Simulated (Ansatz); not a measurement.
All numbers below come from DFT PBE, scalar-relativistic, plane waves, PAW (Ansatz). Settings: cutoff 420 eV, Γ-centred meshes spaced at most about 0.3 Å⁻¹, and about 0.25 Å⁻¹ or finer for metals (2π included), Gaussian smearing. No spin polarisation in the final relaxations.

The zero of energy is the elements' standard structures at the same level (F₂ as a molecule); no fitted shifts are applied.

A relaxed structure of Ga3F has 16.51 Å³/atom, −0.52 eV/atom against the elements, no gap on its mesh:

```yaml
crystal:
  lattice:
    - [0.00000, 3.20826, 3.20826]
    - [3.20826, 0.00000, 3.20826]
    - [3.20826, 3.20826, 0.00000]
  atoms:
    - { symbol: Ga, position: [0.25000, 0.25000, 0.25000] }
    - { symbol: Ga, position: [0.75000, 0.75000, 0.75000] }
    - { symbol: Ga, position: [0.00000, 0.00000, 0.00000] }
    - { symbol: F, position: [0.50000, 0.50000, 0.50000] }
```

Q: Predict cell, energy and gap of Ag3F with the same space group and Wyckoff sites.

A: Ag3F has a = 6.432 Å: 16.63 Å³/atom, −0.27 eV/atom against the elements, no gap on its mesh. The volume per atom changes by +0.7 % and the formation energy by +0.25 eV/atom (from unrounded values). Covalent radii: Ga 1.22 Å, Ag 1.45 Å; electronegativities 1.81 and 1.93. Ag on a site of symmetry -43m is surrounded by 4 Ag at 2.79 Å, 4 F at 2.79 Å and 6 Ag at 3.22 Å; around Ag on a site of symmetry m-3m lie 8 Ag at 2.79 Å and 6 F at 3.22 Å; F is surrounded by 8 Ag at 2.79 Å and 6 Ag at 3.22 Å.

```
Ag F
1.0
     0.00000    3.21609    3.21609
     3.21609    0.00000    3.21609
     3.21609    3.21609    0.00000
Ag F
3 1
Cartesian
  1.6080 1.6080 1.6080
  4.8241 4.8241 4.8241
  3.2161 3.2161 3.2161
  0.0000 0.0000 0.0000
```

The two cells were relaxed from separate starts that ended on the same group and sites; neither need be the stable form of its compound. Cells relaxed within their symmetry can be saddle points.
